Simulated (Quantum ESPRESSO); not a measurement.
# Li2W3Zn2Au: one run as intended and one with a planted mistake

A calculation, not a measurement. The program is pw.x of Quantum ESPRESSO 7.5 (plane-wave density functional theory). The cell is made up: eight metal atoms on a face-centred cubic lattice, with elements, volume, strain and displacements drawn at random and not relaxed, so it may be unstable or far from any real phase. PseudoDojo standard norm-conserving files set the functional (PBE unless stated); there is no spin polarisation or spin-orbit coupling, the Fermi-Dirac width of 0.25 eV means electrons at about 2900 K, and the masses in the input are unused placeholders. Heavy elements are run without spin-orbit coupling, which real alloys of them have. A spin test at this wide smearing found no moment, but such smearing suppresses magnetism that the real alloy may have.

Intended input:

```
&control calculation='scf', pseudo_dir='./dojo.nc.sr.pbe.v0_5.standard.upf', outdir='./o', disk_io='medium', tprnfor=.true., tstress=.true. /
&system ibrav=0, nat=8, ntyp=4, nbnd=66, ecutwfc=84.00895049, nosym=.true., tot_charge=0,
 occupations='smearing', smearing='fd', degauss=0.0183746611
/
&electrons conv_thr=1.470e-08, electron_maxstep=70, mixing_beta=0.5 /
ATOMIC_SPECIES
Au 1.0 Au.upf
Li 1.0 Li.upf
W 1.0 W.upf
Zn 1.0 Zn.upf
CELL_PARAMETERS angstrom
0.0 -2.0519 -2.0519
-6.1556 -2.0519 0.0
-2.0519 4.1037 -6.1556
ATOMIC_POSITIONS angstrom
Li 0.0208 0.0773 -0.1125
W -2.1685 2.0485 -4.1327
Zn -1.9858 -0.0293 -2.0506
Zn -3.9972 2.0588 -6.2076
W -4.0839 0.0302 -4.1385
Au -4.0735 -2.1294 -2.0306
Li -6.0814 0.0017 -6.1947
W -6.2043 -2.0177 -4.1037
K_POINTS automatic
8 4 3 1 1 1
```

The log is shortened where brackets say so; the opening notice, blank lines, dates and the lines on written files are dropped, and the path of the files is cut. It prints rydbergs, bohrs and kilobars, and counts compression as positive stress. Its total energy is the free energy E - TS of the whole cell.

Log of the intended run:

```
     Program PWSCF v.7.5
     Parallel version (MPI & OpenMP), running on       1 processor cores
     Number of MPI processes:                 1
     Threads/MPI process:                     1
     [start-up lines left out]
     bravais-lattice index     =            0
     lattice parameter (alat)  =       5.4837  a.u.
     unit-cell volume          =     932.7615 (a.u.)^3
     number of atoms/cell      =            8
     number of atomic types    =            4
     number of electrons       =       107.00
     number of Kohn-Sham states=           66
     kinetic-energy cutoff     =      84.0090  Ry
     charge density cutoff     =     336.0358  Ry
     scf convergence threshold =      1.5E-08
     mixing beta               =       0.5000
     number of iterations used =            8  plain     mixing
     Exchange-correlation= PBE
                           (   1   4   3   4   0   0   0)
     [axes and pseudopotential details left out]
   Cartesian axes
     site n.     atom                  positions (alat units)
         1        Li     tau(   1) = (   0.0071679   0.0266384  -0.0387687  )
         2        W      tau(   2) = (  -0.7472884   0.7059351  -1.4241728  )
         3        Zn     tau(   3) = (  -0.6843280  -0.0100971  -0.7066588  )
         4        Zn     tau(   4) = (  -1.3774781   0.7094846  -2.1392056  )
         5        W      tau(   5) = (  -1.4073558   0.0104072  -1.4261716  )
         6        Au     tau(   6) = (  -1.4037719  -0.7338141  -0.6997666  )
         7        Li     tau(   7) = (  -2.0957158   0.0005858  -2.1347602  )
         8        W      tau(   8) = (  -2.1380684  -0.6953211  -1.4141791  )
     number of k points=    48  Fermi-Dirac smearing, width (Ry)=  0.0184
                       cart. coord. in units 2pi/alat
        k(    1) = (  -0.0534023  -0.0165725  -0.0718159), wk =   0.0416667
        k(    2) = (   0.0055253  -0.1933522   0.1049639), wk =   0.0416667
     [further k points left out]
     Dense  grid:    96871 G-vectors     FFT dimensions: (  32,  72,  90)
     Estimated max dynamical RAM per process >     171.58 MB
     Initial potential from superposition of free atoms
     starting charge     106.9890, renormalised to     107.0000
     Starting wfcs are   64 randomized atomic wfcs +    2 random wfcs
     total cpu time spent up to now is       18.8 secs
     per-process dynamical memory:    95.9 Mb
     Self-consistent Calculation
     iteration #  1     ecut=    84.01 Ry     beta= 0.50
     Davidson diagonalization with overlap
     ethr =  1.00E-02,  avg # of iterations =  3.0
     total cpu time spent up to now is       76.1 secs
     total energy              =   -1615.20689889 Ry
     estimated scf accuracy    <       2.00386967 Ry
     iteration #  2     ecut=    84.01 Ry     beta= 0.50
     Davidson diagonalization with overlap
     ethr =  1.87E-03,  avg # of iterations =  3.0
     total cpu time spent up to now is      140.8 secs
     total energy              =   -1614.68070377 Ry
     estimated scf accuracy    <      16.54126566 Ry
     [iterations 3 to 14 left out]
     iteration # 15     ecut=    84.01 Ry     beta= 0.50
     Davidson diagonalization with overlap
     ethr =  1.09E-10,  avg # of iterations =  1.6
     total cpu time spent up to now is      953.4 secs
     total energy              =   -1616.34624456 Ry
     estimated scf accuracy    <       0.00000004 Ry
     iteration # 16     ecut=    84.01 Ry     beta= 0.50
     Davidson diagonalization with overlap
     ethr =  3.82E-11,  avg # of iterations =  2.0
     total cpu time spent up to now is     1010.9 secs
     End of self-consistent calculation
     [lines on levels left out]
!    total energy              =   -1616.34624456 Ry
     estimated scf accuracy    <       0.00000001 Ry
     smearing contrib. (-TS)   =      -0.08481630 Ry
     internal energy E=F+TS    =   -1616.26142825 Ry
     The total energy is F=E-TS. E is the sum of the following terms:
     one-electron contribution =   -1007.60554145 Ry
     hartree contribution      =     532.40902223 Ry
     xc contribution           =    -247.42288176 Ry
     ewald contribution        =    -893.64202728 Ry
     convergence has been achieved in  16 iterations
     Forces acting on atoms (cartesian axes, Ry/au):
     atom    1 type  2   force =     0.00113893   -0.00711248    0.00602089
     atom    2 type  3   force =     0.00752096   -0.04165957    0.03503584
     atom    3 type  4   force =    -0.01340039    0.01186712   -0.00996555
     atom    4 type  4   force =    -0.01341926    0.00244562   -0.00112550
     atom    5 type  3   force =     0.00655244   -0.01985174    0.02055044
     atom    6 type  1   force =     0.00233595    0.00985125   -0.00713327
     atom    7 type  2   force =    -0.00206657    0.00567908   -0.00486144
     atom    8 type  3   force =     0.01133793    0.03878071   -0.03852142
     Total force =     0.088905     Total SCF correction =     0.000694
     Computing stress (Cartesian axis) and pressure
          total   stress  (Ry/bohr**3)                   (kbar)     P=     -118.75
  -0.00086184  -0.00006239   0.00005476         -126.78       -9.18        8.06
  -0.00006239  -0.00080296  -0.00034093           -9.18     -118.12      -50.15
   0.00005476  -0.00034093  -0.00075696            8.06      -50.15     -111.35
     init_run     :     14.01s CPU     18.76s WALL (       1 calls)
     electrons    :    912.20s CPU    992.06s WALL (       1 calls)
     forces       :      8.90s CPU      9.05s WALL (       1 calls)
     stress       :     47.13s CPU     48.88s WALL (       1 calls)
     [timing details left out]
     PWSCF        :  16m22.80s CPU  17m53.97s WALL
     JOB DONE.
```

A second run has one planted mistake: one atom is of a wrong element. The input lines that differ:

```
- &system ibrav=0, nat=8, ntyp=4, nbnd=66, ecutwfc=84.00895049, nosym=.true., tot_charge=0,
+ &system ibrav=0, nat=8, ntyp=5, nbnd=65, ecutwfc=84.00895049, nosym=.true., tot_charge=0,
+ Hf 1.0 Hf.upf
- W -4.0839 0.0302 -4.1385
+ Hf -4.0839 0.0302 -4.1385
```

Its log:

```
     Program PWSCF v.7.5
     Parallel version (MPI & OpenMP), running on       1 processor cores
     Number of MPI processes:                 1
     Threads/MPI process:                     1
     [start-up lines left out]
     bravais-lattice index     =            0
     lattice parameter (alat)  =       5.4837  a.u.
     unit-cell volume          =     932.7615 (a.u.)^3
     number of atoms/cell      =            8
     number of atomic types    =            5
     number of electrons       =       105.00
     number of Kohn-Sham states=           65
     kinetic-energy cutoff     =      84.0090  Ry
     charge density cutoff     =     336.0358  Ry
     scf convergence threshold =      1.5E-08
     mixing beta               =       0.5000
     number of iterations used =            8  plain     mixing
     Exchange-correlation= PBE
                           (   1   4   3   4   0   0   0)
     [axes and pseudopotential details left out]
   Cartesian axes
     site n.     atom                  positions (alat units)
         1        Li     tau(   1) = (   0.0071679   0.0266384  -0.0387687  )
         2        W      tau(   2) = (  -0.7472884   0.7059351  -1.4241728  )
         3        Zn     tau(   3) = (  -0.6843280  -0.0100971  -0.7066588  )
         4        Zn     tau(   4) = (  -1.3774781   0.7094846  -2.1392056  )
         5        Hf     tau(   5) = (  -1.4073558   0.0104072  -1.4261716  )
         6        Au     tau(   6) = (  -1.4037719  -0.7338141  -0.6997666  )
         7        Li     tau(   7) = (  -2.0957158   0.0005858  -2.1347602  )
         8        W      tau(   8) = (  -2.1380684  -0.6953211  -1.4141791  )
     number of k points=    48  Fermi-Dirac smearing, width (Ry)=  0.0184
                       cart. coord. in units 2pi/alat
        k(    1) = (  -0.0534023  -0.0165725  -0.0718159), wk =   0.0416667
        k(    2) = (   0.0055253  -0.1933522   0.1049639), wk =   0.0416667
     [further k points left out]
     Dense  grid:    96871 G-vectors     FFT dimensions: (  32,  72,  90)
     Estimated max dynamical RAM per process >     177.11 MB
     Initial potential from superposition of free atoms
     starting charge     104.9876, renormalised to     105.0000
     Starting wfcs are   64 randomized atomic wfcs +    1 random wfcs
     total cpu time spent up to now is       36.5 secs
     per-process dynamical memory:    97.7 Mb
     Self-consistent Calculation
     iteration #  1     ecut=    84.01 Ry     beta= 0.50
     Davidson diagonalization with overlap
     ethr =  1.00E-02,  avg # of iterations =  3.0
     total cpu time spent up to now is      137.9 secs
     total energy              =   -1576.09012942 Ry
     estimated scf accuracy    <       2.46377282 Ry
     iteration #  2     ecut=    84.01 Ry     beta= 0.50
     Davidson diagonalization with overlap
     ethr =  2.35E-03,  avg # of iterations =  3.3
     total cpu time spent up to now is      270.3 secs
     total energy              =   -1575.40446303 Ry
     estimated scf accuracy    <      22.14735440 Ry
     [iterations 3 to 15 left out]
     iteration # 16     ecut=    84.01 Ry     beta= 0.50
     Davidson diagonalization with overlap
     ethr =  3.83E-11,  avg # of iterations =  2.0
     total cpu time spent up to now is     1559.4 secs
     total energy              =   -1577.54370293 Ry
     estimated scf accuracy    <       0.00000002 Ry
     iteration # 17     ecut=    84.01 Ry     beta= 0.50
     Davidson diagonalization with overlap
     ethr =  1.44E-11,  avg # of iterations =  1.7
     total cpu time spent up to now is     1616.7 secs
     End of self-consistent calculation
     [lines on levels left out]
!    total energy              =   -1577.54370293 Ry
     estimated scf accuracy    <          5.9E-09 Ry
     smearing contrib. (-TS)   =      -0.08096851 Ry
     internal energy E=F+TS    =   -1577.46273442 Ry
     The total energy is F=E-TS. E is the sum of the following terms:
     one-electron contribution =    -997.26703178 Ry
     hartree contribution      =     526.82134768 Ry
     xc contribution           =    -243.14480420 Ry
     ewald contribution        =    -863.87224612 Ry
     convergence has been achieved in  17 iterations
     Forces acting on atoms (cartesian axes, Ry/au):
     atom    1 type  3   force =     0.00229706   -0.00686391    0.00573178
     atom    2 type  4   force =     0.04566211   -0.01151714    0.00950114
     atom    3 type  5   force =     0.00675301    0.00481323   -0.00251119
     atom    4 type  5   force =    -0.00951863    0.01014701   -0.00943556
     atom    5 type  2   force =     0.00283603   -0.02826677    0.02732405
     atom    6 type  1   force =     0.00213149    0.00731009   -0.00509335
     atom    7 type  3   force =    -0.02232443    0.01221729   -0.01133227
     atom    8 type  4   force =    -0.02783666    0.01216021   -0.01418460
     Total force =     0.079300     Total SCF correction =     0.000492
     Computing stress (Cartesian axis) and pressure
          total   stress  (Ry/bohr**3)                   (kbar)     P=      -46.17
  -0.00039862   0.00003782  -0.00001220          -58.64        5.56       -1.79
   0.00003782  -0.00027874  -0.00017686            5.56      -41.00      -26.02
  -0.00001220  -0.00017686  -0.00026431           -1.79      -26.02      -38.88
     init_run     :     31.62s CPU     36.27s WALL (       1 calls)
     electrons    :   1503.03s CPU   1580.28s WALL (       1 calls)
     forces       :      9.07s CPU      9.20s WALL (       1 calls)
     stress       :     40.00s CPU     41.42s WALL (       1 calls)
     [timing details left out]
     PWSCF        :  26m24.08s CPU  27m47.93s WALL
     JOB DONE.
```

|  | intended run | run with the mistake |
| --- | --- | --- |
| free energy (eV) | -21991.511 | -21463.576 |
| entropy term -TS, part of it (eV) | -1.154 | -1.102 |
| pressure (GPa) | -11.88 | -4.62 |
| size of the largest force component (eV/Å) | 1.071 | 1.174 |
| largest change of a force component (eV/Å) |  | 1.007 |
| iterations | 16 | 17 |

For scale, a rerun of the intended cell at a higher cutoff and on a denser mesh moved values by no more than 0.007 eV in energy, 0.06 GPa in stress and 0.008 eV/Å in force, and a second program with other atomic files agreed on that cell to 2 % rms in force and 0.5 GPa in pressure. Files of another functional or element have another zero of energy, so the energy change says nothing on stability. The number of bands, nbnd, was set by rule from the electron count, so it follows the mistake.